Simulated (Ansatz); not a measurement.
Consider the following.

RhSb$_{3}$ (space group Im-3)

Space group Im-3 (No. 204); a = b = c = 9.248 Å, α = β = γ = 90.00°

```csv
atom,site,symmetry,x,y,z
Sb,24g,m..,0.0000,0.3396,0.1551
Rh,8c,.-3.,0.2500,0.2500,0.2500
```
(The calculation used a cell of 16 atoms; values per cell refer to that cell.)

Equation-of-state scan: isotropic scaling of the cell above, V₀ being its volume. The atoms relax within the cell's symmetry.

The numbers are results of PBEsol (plane waves to 420 eV, PAW, scalar-relativistic; Ansatz, a first-principles code), not measurements. k mesh 6×6×6 (Γ-centred), Fermi-Dirac smearing 0.05 eV. Energies are smeared free energies. Compression counts positive. At this level the bands of RhSb3 touch or barely overlap; measurements give the solid a gap. RhSb3 is run without spin polarisation. RhSb3 was relaxed with its symmetry unable to fall. Spin-orbit coupling is left out, though Sb is heavy. ΔE is measured from the relaxed starting cell.

The scan covers V/V₀ from 0.900 to 1.100 in 13 points.

### Question
What is ΔE at V/V₀ = 1.100?

### Answer
64 meV/atom.

### Question
What pressure does the cell carry at V/V₀ = 0.900?

### Answer
13.6 GPa.

### Question
What is ΔE at V/V₀ = 0.900?

### Answer
95 meV/atom.

(Under strain, the slope of the energy per volume gives the stress and its curvature an elastic modulus.)
